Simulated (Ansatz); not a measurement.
One crystal and one scan (energy against volume) at two levels, PBE (plane waves to 420 eV, PAW, scalar-relativistic; Ansatz, a program for electronic structure) and r2SCAN (plane waves to 500 eV, PAW, scalar-relativistic; Ansatz), each from its own relaxed cell and on its own mesh.

The crystal is Cd (hcp, Mg type); the cell is scaled evenly about its relaxed volume V₀.

Energies are smeared free energies. Cd was relaxed with its symmetry unable to fall. The PAW data are Ansatz's earlier set. With the shape held, the modulus is that of even scaling; a crystal free to change shape is softer. Both scans cover V/V₀ from 0.940 to 1.060.

```
quantity                                                                     run 1  run 2
---------------------------------------------------------------------------  -----  -----
Lattice constant a (Å)                                                       3.016  2.962
Lattice constant c (Å)                                                       5.822  5.801
Relaxed volume (Å³/atom)                                                     22.93  22.04
Pressure at the smallest volume (GPa)                                          3.3    4.2
Energy cost of the largest compression (meV/atom)                               13     16
Energy cost of the largest expansion (meV/atom)                                 10     12
Bulk modulus at fixed cell shape B₀ (third-order Birch-Murnaghan fit) (GPa)   44.2   57.4
Pressure derivative B₀′ (fit)                                                  6.7    5.7
Pressure for 5 % compression (fit) (GPa)                                       2.7    3.4
```

Task: Which run is which level?

Result: Run 1 is PBE, run 2 is r2SCAN. PBE gives the higher value for: lattice constant a; lattice constant c; relaxed volume; pressure derivative B₀′. PBE gives the lower value for: pressure at the smallest volume; energy cost of the largest compression; bulk modulus at fixed cell shape B₀; pressure for 5 % compression. Neither level is exact: the differences show how much the result hangs on the functional.

(Under strain, the slope of the energy per volume gives the stress and its curvature an elastic modulus.)
